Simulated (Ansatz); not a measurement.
## Structures of BaRe$_{2}$: which is lowest?

Plane-wave DFT in Ansatz with scalar-relativistic PAW potentials, cutoff 420 eV, Γ-centred meshes chosen by cell and gap, Gaussian smearing with energies taken to zero width. Every cell was relaxed (cell and atoms) in a run of its own, within the symmetry of its start. Functional: PBE.

Relaxed structures (starts from databases or built by putting these elements on another compound's sites):
A. I4/mmm, 3 atoms in the computed cell, a = 3.476 Å, c = 12.265 Å; sites (symmetry × multiplicity) Ba 4/mmm × 2, Re 4mm × 4; start: built
B. R3m, 3 atoms in the computed cell, a = 2.989 Å, c = 23.560 Å; sites (symmetry × multiplicity) Ba 3m × 3, Re 3m × 3 + 3m × 3; start: built

Problem. Rank them by energy. Could pressure change the order?

Solution.
| structure | group | E − E(lowest) (meV/atom) | V (Å³/atom) | gap on mesh (eV) |
| --- | --- | --- | --- | --- |
| A | I4/mmm | 0.0 | 24.70 | 0.00 |
| B | R3m | 359 | 20.26 | 0.00 |

A is lowest, 359 meV/atom under B. B is denser by 4.45 Å³/atom, so pressure favours it: ΔE/ΔV, with ΔE in eV and 1 eV/Å³ = 160.2 GPa, gives about 13 GPa for equal enthalpy if both cells were rigid, a rough figure since the two compress differently. Other structures may lie lower than all of these, and vibrations aren't counted.

Spin-orbit coupling is left out, which matters for the bands of heavy elements.